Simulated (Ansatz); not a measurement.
The start is a relaxed Sn cell, doubled along one cell vector, shaken by Gaussian noise of σ = 0.08 Å a coordinate. Cell shape, volume and atoms are optimised at zero target pressure with r2SCAN (plane waves to 500 eV, PAW, scalar-relativistic; Ansatz, an electronic-structure program). The first steps use a coarse 12×6×11 k-mesh.

Initial structure:
```yaml
crystal:
  lattice:
    - [3.23690, 0.00000, 0.00000]
    - [-3.23690, 5.60647, 0.00000]
    - [0.00000, 0.00000, 3.04486]
  atoms:
    - { symbol: Sn, position: [0.94084, 0.00827, 0.46296] }
    - { symbol: Sn, position: [0.99335, 0.49533, 0.52186] }
```

- Largest initial force: 0.18 eV/Å, on Sn1, Sn2 (atoms numbered as listed)
- Energy released: 0.01 eV/atom
- Shortest distances (start → end): The closest pairs of elements (up to four, under 3.6 Å), start → end: Sn–Sn 3.04 → 3.05 Å
- Band gap at the end: no gap (metallic)
- Optimiser moves: 6

The end point of the relaxation:

Space group P6/mmm (No. 191); a = 3.234 Å, b = 3.234 Å, c = 3.050 Å, α = 90.00°, β = 90.00°, γ = 120.00°

```
atom  site  symmetry       x       y       z
----  ----  --------  ------  ------  ------
Sn      1a     6/mmm  0.0000  0.0000  0.0000
```

Final values are on a 17×17×15 k-mesh of the relaxed cell. No spin polarisation in the result.

The run could not lose the symmetry of its start: the end is stationary, and may be a saddle point rather than a minimum.

The relaxed structure here is a generated cell of Sn: the first start was made by placing the elements on the sites of a structure type, and the end was not matched to a known phase here, so it may be hypothetical. Known forms of Sn include space group No. 141, 227.
